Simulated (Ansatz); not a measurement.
**Ba3CaF8 (fluorite sites, Cmmm): the band gap by level of theory**

All numbers come from the PAW code Ansatz. Note: simulated data, non-magnetic, for a generated structure that need not be the stable one.

Ba3CaF8 on the sites of the fluorite structure (relaxed group Cmmm), relaxed with r2SCAN. It is orthorhombic, Cmmm (No. 65); a = 8.456 Å, b = 12.076 Å, c = 4.269 Å in the conventional setting, 18.16 Å³ an atom. Around Ca lie 8 F at 2.41–2.53 Å; around F lie 4 Ba at 2.60–2.61 Å; around F lie 2 Ca at 2.53 Å and 2 Ba at 2.69 Å; around Ba lie 8 F at 2.60–2.69 Å; around F lie 1 Ca at 2.41 Å and 3 Ba at 2.67–2.69 Å; around Ba lie 8 F at 2.61–2.69 Å.

```yaml
crystal:
  lattice:
    - [4.22818, -6.03781, 0.00000]
    - [4.22818, 6.03781, 0.00000]
    - [0.00000, 0.00000, 4.26877]
  atoms:
    - { symbol: Ca, position: [0.00000, 0.00000, 0.00000] }
    - { symbol: F, position: [0.37514, 0.62486, 0.50000] }
    - { symbol: F, position: [0.11267, 0.88733, 0.50000] }
    - { symbol: Ba, position: [0.50000, 0.00000, 0.50000] }
    - { symbol: F, position: [0.88779, 0.65159, 0.00000] }
    - { symbol: F, position: [0.65159, 0.88779, 0.00000] }
    - { symbol: Ba, position: [0.00000, 0.50000, 0.50000] }
    - { symbol: F, position: [0.34841, 0.11221, 0.00000] }
    - { symbol: F, position: [0.11221, 0.34841, 0.00000] }
    - { symbol: Ba, position: [0.50000, 0.50000, 0.00000] }
    - { symbol: F, position: [0.88733, 0.11267, 0.50000] }
    - { symbol: F, position: [0.62486, 0.37514, 0.50000] }
```

Gaps on the r2SCAN cell, each the least over its mesh and the special points:
```tsv
level	k mesh	gap (eV)	kind	edges	least direct gap (eV)
PBE	4×4×6	6.24	indirect	Z → Γ	6.25
PBE+SOC	4×4×6	6.23	indirect	Z → Γ	6.25
r2SCAN	4×4×6	6.76	indirect	Z → Γ	6.77
HSE06	2×2×4	8.13	indirect	Z → Γ	8.16
PBE0	2×2×4	8.91	indirect	Z → Γ	8.93
```
PBE: smearing of 0.02 eV; the others have fixed occupations.
Wave cutoffs: 420 eV, 500 eV (r2SCAN).

HSE06 gives an indirect gap of 8.13 eV, from Z to Γ; the least direct gap is 8.16 eV at Γ. Spin-orbit coupling changes the PBE gap by -0.01 eV, to 6.23 eV.

r2SCAN covers 27 % of the step from PBE to HSE06. For gaps to 0.1 eV, spin-orbit coupling (up to 0.01 eV here) can be left out. Direct and least gap lie within 0.04 eV at some levels, so the kind of gap isn't settled.

On the PBEsol cell (a = 8.394 Å, b = 11.980 Å, c = 4.238 Å), with PBEsol: The zone-centre optical frequencies run from 49 to 334 cm⁻¹, none imaginary (the rest of the zone wasn't tested). With the long-range field the highest mode reaches 372 cm⁻¹. ε∞: 2.42 along x and y, 2.40 along z. With the ions relaxed, ε⁰ is 9.0, 9.5 and 28.4 along x, y and z. Born charges, averaged over directions: Ca +2.43, F -1.33 to -1.25, Ba +2.61 to +2.64 e. The program notes that the ground state's band table doesn't vouch for all the bands that the response reads.

Only the levels marked +SOC include spin-orbit coupling.

The meshes of the hybrids are coarse, so their gaps aren't converged to the digits shown.
